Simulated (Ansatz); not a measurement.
## TlSn: enthalpy against pressure

TlSn, P4/mmm, a = 3.260 Å, c = 5.450 Å. The structure is a COD entry; whether it is the stable form wasn't checked. Ansatz: r2SCAN, PAW, 500 eV, Γ-centred 12×12×10 mesh on 2 atoms, Gaussian smearing 0.10 eV; no spin polarisation. Cell and atoms are relaxed at each pressure, and no other structure is tried, so the rows at high pressure may lie past a change of phase. y is the enthalpy over the state at zero pressure; there V0 = 28.951 Å³/atom. The pressures are the targets, met within 0.03 GPa.

| P (GPa) | y (eV/atom) |
| --- | --- |
| -1.0 | -0.1832 |
| 0.0 | 0.0000 |
| 1.0 | 0.1786 |
| 4.0 | 0.6923 |
| 12.0 | 1.9464 |
| 25.0 | 3.7839 |
| 50.0 | ? |
| 90.0 | 11.3146 |

Q: Fit y = c1 P + c2 P² + c3 P³ to the other rows, say what c1 and c2 mean, and predict the missing value.

A: Least squares on the rows shown. y = 0.17531 P − 0.0011186 P² + 6.3063×10⁻⁶ P³. Since dH/dP = V, c1 is V0: 0.17531 eV/GPa × 160.2 = 28.085 Å³ against 28.951; c2 = −V0/(2B0) gives B0 = 78 GPa, where a Birch–Murnaghan fit to the volumes of the same runs (not shown) gives 40 GPa: a cubic over this range folds the higher terms into c2. Above P = −c2/(3 c3) = 59 GPa the cubic's slope, the volume, would rise with pressure, so the form fails there. At P = 50.0 the fit asked for gives 6.7573 eV/atom. The run gave 6.9103 eV/atom, so the fit is 0.1530 eV/atom too low, 1.3 % of the span of the series, against an rms of 0.0057 eV/atom on the fitted rows. With a term in P⁴ added, a fit to the same known rows predicts 7.2439 eV/atom, which misses by about as much or more on the other side: the known rows don't fix the higher terms. Also, this row ran on the mesh 14×14×10, its neighbour on 14×14×8, which can shift it a little.

The mesh isn't the same in all rows (12×12×10, 14×14×8, 14×14×10). Spin–orbit coupling is left out, which can shift energies with elements as heavy as these.